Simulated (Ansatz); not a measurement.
Ge:
Space group Fd-3m, origin choice 1 (No. 227); a = 5.6720 Å, b = 5.6720 Å, c = 5.6720 Å, α = 90.00°, β = 90.00°, γ = 90.00°

| atom | site | symmetry | x | y | z |
|---|---|---|---|---|---|
| Ge | 8b | -43m | 0.5000 | 0.5000 | 0.5000 |
(The calculation used a cell of 2 atoms; values per cell refer to that cell.)

Relaxed with r²SCAN.

Task: Which orbitals make up the states near the band edges in plane-wave PAW r²SCAN (Ansatz code)?

Result: Top 1 eV of the valence band: Ge 4p 97 %. Bottom 1 eV of the conduction band: Ge 4p 56 %, Ge 4s 35 %, outside the projected shells 8 %. Projections are on Löwdin-orthogonalised atomic valence shells; empty p or d shells of many metals are not among them.

Task: Tabulate the density of states.

Result: States/eV per cell of 2 atoms, in 0.25 eV bins, energy from the valence-band maximum.

| E (eV) | total | Ge 4p | Ge 4s |
|---|---|---|---|
| -7.85 | 1.05 | 0.47 | 0.57 |
| -7.60 | 0.91 | 0.43 | 0.47 |
| -7.35 | 0.64 | 0.29 | 0.34 |
| -7.10 | 0.51 | 0.23 | 0.27 |
| -6.85 | 0.43 | 0.20 | 0.23 |
| -6.60 | 0.37 | 0.17 | 0.20 |
| -6.35 | 0.32 | 0.15 | 0.16 |
| -6.10 | 0.28 | 0.13 | 0.15 |
| -5.85 | 0.25 | 0.12 | 0.13 |
| -5.60 | 0.21 | 0.10 | 0.11 |
| -5.35 | 0.19 | 0.09 | 0.09 |
| -5.10 | 0.17 | 0.08 | 0.08 |
| -4.85 | 0.15 | 0.07 | 0.07 |
| -4.60 | 0.17 | 0.11 | 0.06 |
| -4.35 | 1.02 | 0.94 | 0.07 |
| -4.10 | 1.20 | 1.11 | 0.08 |
| -3.85 | 1.04 | 0.95 | 0.08 |
| -3.60 | 1.06 | 0.97 | 0.08 |
| -3.35 | 1.23 | 1.15 | 0.07 |
| -3.10 | 1.50 | 1.41 | 0.07 |
| -2.85 | 1.41 | 1.33 | 0.06 |
| -2.60 | 1.35 | 1.28 | 0.05 |
| -2.35 | 1.27 | 1.21 | 0.05 |
| -2.10 | 1.23 | 1.18 | 0.04 |
| -1.85 | 1.17 | 1.13 | 0.03 |
| -1.60 | 1.10 | 1.07 | 0.02 |
| -1.35 | 0.76 | 0.73 | 0.02 |
| -1.10 | 0.50 | 0.49 | 0.01 |
| -0.85 | 0.36 | 0.35 | 0.01 |
| -0.60 | 0.24 | 0.24 | 0.00 |
| -0.35 | 0.13 | 0.13 | 0.00 |
| -0.10 | 0.04 | 0.04 | 0.00 |
| 0.15 | 0.00 | 0.00 | 0.00 |
| 0.40 | 0.00 | 0.00 | 0.00 |
| 0.65 | 0.03 | 0.01 | 0.02 |
| 0.90 | 0.17 | 0.09 | 0.07 |
| 1.15 | 0.47 | 0.27 | 0.16 |
| 1.40 | 0.81 | 0.48 | 0.26 |
| 1.65 | 1.13 | 0.69 | 0.34 |
| 1.90 | 1.69 | 1.06 | 0.47 |
| 2.15 | 1.69 | 1.08 | 0.46 |
| 2.40 | 1.09 | 0.68 | 0.28 |
| 2.65 | 0.94 | 0.62 | 0.21 |
| 2.90 | 0.89 | 0.59 | 0.18 |
| 3.15 | 1.16 | 0.77 | 0.24 |
| 3.40 | 0.86 | 0.62 | 0.14 |
| 3.65 | 1.04 | 0.81 | 0.12 |
| 3.90 | 2.00 | 1.55 | 0.15 |
| 4.15 | 1.24 | 0.94 | 0.11 |
| 4.40 | 1.17 | 0.88 | 0.10 |
| 4.65 | 0.98 | 0.75 | 0.07 |
| 4.90 | 1.07 | 0.78 | 0.06 |
| 5.15 | 1.50 | 1.02 | 0.08 |

The cell was relaxed with r²SCAN under the symmetry of its start; phonons on a q-mesh show no instability. Spin–orbit coupling is left out wherever it is not named.

Potentials: the earlier of the program's two PAW sets.
